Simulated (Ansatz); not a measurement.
The cell below belongs to a search over invented structures; it isn't taken from experiment.

Input and command of a plane-wave DFT calculation in Ansatz:

```yaml
crystal:
  lattice:
    - [3.2706412792, 0.0, 0.0]
    - [0.0, 3.2706412792, 0.0]
    - [0.0, 0.0, 16.7918090345]
  atoms:
    - { symbol: Zn, position: [0.0, 0.0, 0.5] }
    - { symbol: Zn, position: [0.0, 0.0, 0.7708806044] }
    - { symbol: Zn, position: [0.0, 0.0, 0.2291193956] }
    - { symbol: In, position: [0.5, 0.0, 0.9085805303] }
    - { symbol: In, position: [0.5, 0.0, 0.3647968339] }
    - { symbol: In, position: [0.0, 0.5, 0.6352031661] }
    - { symbol: In, position: [0.0, 0.5, 0.0914194697] }
    - { symbol: O, position: [0.0, 0.0, 0.0] }
basis:
  ecutwfc: 420
kpoints:
  mp_grid: { grid: [10, 10, 2] }
hamiltonian:
  xc: pbe
scf:
  occupations: { method: gaussian, width: 0.1 }
output:
  forces: true
  stress: true
  eigenvalues: true
relax:
  adjacent_minimum: "off"
  f_tol: 0.01
  max_steps: 80
  cell: { stress_tol: 0.05 }
```

```bash
ansatz run input.yaml --threads 1 --pin off --max-ram 2560MiB --backend cpu --events-out ev --progress --plain --runs-dir out
```

Processor: Intel(R) Xeon(R) 6975P-C (Granite Rapids), 1 thread, on a host shared with other jobs.

**Question.** Estimate time, memory and problem size.

**Answer.** About 83 s, peak memory 0.67 GiB. It solves 57 bands at 42 k points (after reduction by symmetry) with about 3567 plane waves (on the last cell), in 31 SCF iterations over 4 ionic steps.
